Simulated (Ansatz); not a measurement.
MgSb$_{6}$TePb$_{2}$ in Ansatz, relaxation

Run with:

```bash
ansatz run input.yaml --threads 2 --pin off --max-ram 2560MiB --backend cpu --events-out ev --progress --plain --runs-dir out
```

The input file (Ansatz 0.2.0, plane waves):

```yaml
crystal:
  lattice:
    - [0.0, 4.863565, 4.863565]
    - [4.863565, 0.0, 4.863565]
    - [4.863565, 4.863565, 0.0]
  atoms:
    - { symbol: Sb, position: [0.7392, 0.2608, 0.2608] }
    - { symbol: Sb, position: [0.2608, 0.7392, 0.2608] }
    - { symbol: Sb, position: [0.2608, 0.7392, 0.7392] }
    - { symbol: Sb, position: [0.7392, 0.2608, 0.7392] }
    - { symbol: Sb, position: [0.2608, 0.2608, 0.7392] }
    - { symbol: Sb, position: [0.7392, 0.7392, 0.2608] }
    - { symbol: Pb, position: [0.25, 0.25, 0.25] }
    - { symbol: Pb, position: [0.75, 0.75, 0.75] }
    - { symbol: Te, position: [0.5, 0.5, 0.5] }
    - { symbol: Mg, position: [0.0, 0.0, 0.0] }
  symmetry: { tolerance: 0.0003 }
kpoints:
  mp_grid: { grid: [6, 6, 6], shift: [0, 0, 0] }
magnetization:
  spin_polarized: false
scf:
  occupations: { method: fermi_dirac }
  lower_state_search: "off"
hamiltonian:
  pseudopotentials: { kind: paw }
  xc: pbe
basis:
  ecutwfc: 420
  fft_grid_basis: typed
relax:
  max_steps: 80
  cell: { p_target: 0.0 }
  f_tol: 0.03
output:
  forces: true
  stress: true
  eigenvalues: true
  bader: true
  populations: true
  elf: true
  write_potential: true
  volumetric_format: npy
  dos:
    e_range: [-12, 8]
    de: 0.05
    projected: { site_lists: { Mg: [Mg], Pb: [Pb], Sb: [Sb], Te: [Te] } }
  write_density: true
checkpoint:
  read: saved_state
```

Origin of the cell: a known structure type with other elements, at an estimated volume, so it need not be a known compound.

The smearing width isn't typed, so it takes its default of 0.1 eV.

The saved state is a converged single point of the same cell.

Excerpt of the output:

```
SCF iter   1: F=—  HF=-71604.431039 eV  Δρ=1.80e-3  dr2=2.44e-2
SCF iter   2: F=—  HF=-71604.427154 eV  Δρ=1.20e-3  dr2=1.14e-2
SCF iter   3: F=—  HF=-71604.424163 eV  Δρ=2.14e-4  dr2=1.52e-4
SCF iter   4: F=—  HF=-71604.424161 eV  Δρ=9.04e-5  dr2=3.39e-5
SCF iter   5: F=—  HF=-71604.424074 eV  Δρ=1.68e-5  dr2=5.43e-7
SCF iter   6: F=-71604.424074 eV  HF=-71604.424074 eV  Δρ=5.01e-6  dr2=6.34e-8
relax step   1: F+E_penalty+E_count = -71604.424074 eV  Δ(F+E_penalty+E_count) = +0.000e0 eV  max|allowed force component| = 8.371e0 eV/Å  Δτ_max = 0.0000 Å  P = +44.410 GPa  Ω = 230.088 Å³ […]
relax step   2: F+E_penalty+E_count = -71614.675973 eV  Δ(F+E_penalty+E_count) = -1.025e1 eV  max|allowed force component| = 1.919e-1 eV/Å  Δτ_max = 0.1842 Å  P = +16.666 GPa  Ω = 265.371 Å³ […]
relax step   3: F+E_penalty+E_count = -71617.151824 eV  Δ(F+E_penalty+E_count) = -2.476e0 eV  max|allowed force component| = 4.917e-1 eV/Å  Δτ_max = 0.0263 Å  P = +5.941 GPa  Ω = 303.245 Å³ […]
relax step   4: F+E_penalty+E_count = -71617.700922 eV  Δ(F+E_penalty+E_count) = -5.491e-1 eV  max|allowed force component| = 2.717e-1 eV/Å  Δτ_max = 0.0053 Å  P = +1.332 GPa  Ω = 327.859 Å³ […]
relax step   5: F+E_penalty+E_count = -71617.745021 eV  Δ(F+E_penalty+E_count) = -4.410e-2 eV  max|allowed force component| = 1.307e-1 eV/Å  Δτ_max = 0.0088 Å  P = +0.085 GPa  Ω = 335.632 Å³ […]
relax step   6: F+E_penalty+E_count = -71617.749605 eV  Δ(F+E_penalty+E_count) = -4.584e-3 eV  max|allowed force component| = 1.130e-2 eV/Å  Δτ_max = 0.0112 Å  P = +0.014 GPa  Ω = 335.970 Å³ […]
relax step   7: F+E_penalty+E_count = -71617.905194 eV  Δ(F+E_penalty+E_count) = -1.556e-1 eV  max|allowed force component| = 1.616e-2 eV/Å  Δτ_max = 0.0000 Å  P = +0.990 GPa  Ω = 335.970 Å³  stress off target by 9.90e-1 GPa […]
relax step   8: F+E_penalty+E_count = -71617.930316 eV  Δ(F+E_penalty+E_count) = -2.512e-2 eV  max|allowed force component| = 7.883e-4 eV/Å  Δτ_max = 0.0019 Å  P = +0.220 GPa  Ω = 342.980 Å³ […]
relax step   9: F+E_penalty+E_count = -71617.931424 eV  Δ(F+E_penalty+E_count) = -1.108e-3 eV  max|allowed force component| = 4.589e-4 eV/Å  Δτ_max = 0.0003 Å  P = -0.004 GPa  Ω = 345.175 Å³ […]
relax step  10: F+E_penalty+E_count = -71617.932821 eV  Δ(F+E_penalty+E_count) = -1.397e-3 eV  max|allowed force component| = 3.950e-4 eV/Å  Δτ_max = 0.0000 Å  P = -0.009 GPa  Ω = 345.175 Å³  stress off target by 8.73e-3 GPa […]
SCF 10 converged in 6 iterations: F = -71617.932821 eV  dr2 = 2.42e-11
basis re-selected at this cell: Δ(F+E_penalty+E_count) = -1.397e-3 eV, ΔP = -0.005 GPa vs the last step (what re-selecting the basis moved, of the pressure what is left beyond the Pulay corre […]
SCF converged after 6 iterations
Free energy (F): -71617.932821 eV
Harris-Foulkes:  -71617.932821 eV  (|F-HF|=2.91e-11)
Internal energy: -71617.639889 eV  (E = F + TS)
E sigma→0 (E₀):  -71617.786355 eV
Entropy (-TS):   -0.292932 eV (-29.293 meV/atom)
Fermi energy:    7.673893 eV
--- Per-component energies (eV) ---
  E_band       = -1989.228898
  E_kinetic    = 2062.311452
  E_local      = -16339.008694  (includes V_loc(G=0)·N_el)
  E_nonlocal   = 2654.421167
  E_hartree    = 7318.885311
  E_xc         = -1418.631752
  E_vxc        = -974.291009  (∫ρ·V_xc dr)
  E_paw        = -53210.382622  (= ΣΔE_a)
  E_vpaw       = -4030.432598  (= ΣTr[D̂ρ^β])
  E_aug_tail   = -0.000090  (compensation charges beyond the density's cutoff)
  E_ewald      = -12685.234661
  E_smearing   = -0.292932  (= −TS)
  Σ components = -71617.932821   (vs F -71617.932821, Δ=0.00e0)
--- Forces (eV/Å), atoms counted from 1 ---
  atom   1  Sb    -0.000395    -0.000000    -0.000000
  atom   2  Sb     0.000000    -0.000395    -0.000000
  atom   3  Sb     0.000395    -0.000000     0.000000
  atom   4  Sb     0.000000     0.000395    -0.000000
  atom   5  Sb    -0.000000     0.000000    -0.000395
  atom   6  Sb     0.000000    -0.000000     0.000395
  atom   7  Pb     0.000000    -0.000000     0.000000
  atom   8  Pb    -0.000000    -0.000000    -0.000000
  atom   9  Te     0.000000    -0.000000    -0.000000
  atom  10  Mg     0.000000    -0.000000     0.000000
  max |Σ_I F_I| component: 1.23e-17 eV/Å
--- Stress (GPa, compression-positive) ---
       -0.008731       0.000000       0.000000
        0.000000      -0.008731       0.000000
        0.000000      -0.000000      -0.008731
  P = ⅓ Tr σ = -0.0087 GPa (-0.087 kbar)
--- Relaxed structure (8 steps of the walk, 8 accepted, 2 SCFs on fresh bases) ---
  F+E_penalty+E_count = -71617.932821 eV   max|allowed force component| = 3.950e-4 eV/Å   (the final SCF, on the basis selected at the relaxed cell)
  cell:  # Å, volume = 345.1750 Å³
    - [0.0, 5.567623, 5.567623]
    - [5.567623, 0.0, 5.567623]
    - [5.567623, 5.567623, 0.0]
  atoms:
    - { symbol: Sb, position: [0.757813, 0.242187, 0.242187] }
    - { symbol: Sb, position: [0.242187, 0.757813, 0.242187] }
    - { symbol: Sb, position: [0.242187, 0.757813, 0.757813] }
    - { symbol: Sb, position: [0.757813, 0.242187, 0.757813] }
    - { symbol: Sb, position: [0.242187, 0.242187, 0.757813] }
    - { symbol: Sb, position: [0.757813, 0.757813, 0.242187] }
    - { symbol: Pb, position: [0.25, 0.25, 0.25] }
    - { symbol: Pb, position: [0.750000, 0.750000, 0.750000] }
    - { symbol: Te, position: [0.5, 0.5, 0.5] }
    - { symbol: Mg, position: [-1.462e-18, -9.630e-19, 1.212e-18] }
--- Löwdin populations: 10 sites ---
  site symbol       q [e]
     0     Sb     15.2684
     1     Sb     15.2684
     2     Sb     15.2684
     3     Sb     15.2684
     4     Sb     15.2684
     5     Sb     15.2684
     6     Pb     13.8376
     7     Pb     13.8376
     8     Te     15.4957
     9     Mg      8.6800
  spilling = 0.003741 (of n_electrons = 144.000000)
--- Bader charges: 10 sites ---
  site symbol  charge [e]  shift [e]
     0     Sb     -0.3871     0.0001
     1     Sb     -0.3871     0.0001
     2     Sb     -0.3871     0.0001
     3     Sb     -0.3871     0.0001
     4     Sb     -0.3871     0.0001
     5     Sb     -0.3871     0.0001
     6     Pb      0.4852     0.0000
     7     Pb      0.4852     0.0000
     8     Te     -0.0964     0.0000
     9     Mg      1.4483     0.0008
  estimated error of the sums over rays = 3.8e-4 e
```

The starting structure.

Space group Fm-3m (No. 225); the run's cell has a = 6.878 Å, b = 6.878 Å, c = 6.878 Å, α = 60.00°, β = 60.00°, γ = 60.00°. Shortest distances: Sb–Te 2.33 Å, Mg–Sb 2.54 Å, Sb–Sb 3.29 Å, Pb–Sb 3.44 Å.

After:

Space group Fm-3m (No. 225); the run's cell has a = 7.874 Å, b = 7.874 Å, c = 7.874 Å, α = 60.00°, β = 60.00°, γ = 60.00°. Shortest distances: Mg–Sb 2.70 Å, Sb–Te 2.87 Å.

* Free energy lowered by: 1350.9 meV/atom
* Volume change: 50.02 %
* Final pressure: -0.01 GPa
* Relaxation steps listed: 10
* Formation energy (elements under the same functional, gases as molecules, uncorrected): 0.572 eV/atom

Caveats: no spin-orbit coupling, though heavy elements are present; the given cell is far from equilibrium, with atoms too close or a volume far off; the relaxation held the start's symmetry, so the end may be a saddle point.

The run took 110 s of wall time on 2 CPU thread(s) of a shared host, from a saved density.
